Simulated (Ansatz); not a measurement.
Starting cell, SnCl2 (space group Pnma):

```yaml
crystal:
  lattice:
    - [7.47652, 0.00000, 0.00000]
    - [0.00000, 4.28524, 0.00000]
    - [0.00000, 0.00000, 8.93671]
  atoms:
    - { symbol: Sn, position: [0.76593, 0.75000, 0.58478] }
    - { symbol: Sn, position: [0.23407, 0.25000, 0.41522] }
    - { symbol: Sn, position: [0.73407, 0.25000, 0.08478] }
    - { symbol: Sn, position: [0.26593, 0.75000, 0.91522] }
    - { symbol: Cl, position: [0.52092, 0.25000, 0.84297] }
    - { symbol: Cl, position: [0.47908, 0.75000, 0.15703] }
    - { symbol: Cl, position: [0.97908, 0.75000, 0.34297] }
    - { symbol: Cl, position: [0.02092, 0.25000, 0.65703] }
    - { symbol: Cl, position: [0.14165, 0.25000, 0.07798] }
    - { symbol: Cl, position: [0.85835, 0.75000, 0.92202] }
    - { symbol: Cl, position: [0.35835, 0.75000, 0.57798] }
    - { symbol: Cl, position: [0.64165, 0.25000, 0.42202] }
```

The atoms are displaced by Q × the pattern below (from a DFPT mode at Γ, largest move 1; Q in Å), at fixed cell.

```json
[
 {"atom": "Sn1", "x": "0.000", "y": "-1.000", "z": "0.000"},
 {"atom": "Sn2", "x": "0.000", "y": "1.000", "z": "0.000"},
 {"atom": "Sn3", "x": "0.000", "y": "-1.000", "z": "0.000"},
 {"atom": "Sn4", "x": "0.000", "y": "1.000", "z": "0.000"},
 {"atom": "Cl9", "x": "0.000", "y": "0.250", "z": "0.000"},
 {"atom": "Cl10", "x": "0.000", "y": "-0.250", "z": "0.000"},
 {"atom": "Cl11", "x": "0.000", "y": "0.250", "z": "0.000"},
 {"atom": "Cl12", "x": "0.000", "y": "-0.250", "z": "0.000"}
]
```

Atoms not listed stay in place.

All values below come from LDA (plane waves to 420 eV, PAW, scalar-relativistic; Ansatz, a quantum-chemistry and plane-wave program). k mesh 4×6×3 (Γ-centred), Fermi-Dirac smearing 0.05 eV. SnCl2 was relaxed with its symmetry unable to fall. The relaxed volume of SnCl2 is well below the measured one.

At one point of the scan the forces (eV/Å) are:

```
atom      Fx      Fy      Fz
----  ------  ------  ------
Sn1   -0.018   0.210   0.053
Sn2    0.018  -0.210  -0.053
Sn3    0.018   0.210   0.053
Sn4   -0.018  -0.210  -0.053
Cl5    0.046   0.023  -0.011
Cl6   -0.046  -0.023   0.011
Cl7   -0.046   0.023  -0.011
Cl8    0.046  -0.023   0.011
Cl9   -0.016   0.013   0.047
Cl10   0.016  -0.013  -0.047
Cl11   0.016   0.013   0.047
Cl12  -0.016  -0.013  -0.047
```

Question: Which point is it?
A. Q = 0.280 Å
B. Q = 0.140 Å
C. Q = 0.047 Å
D. Q = 0.233 Å

Answer: D, Q = 0.233 Å

(For displaced atoms, the force is minus the slope of the energy, and its curvature is a force constant, which sets phonon frequencies.)
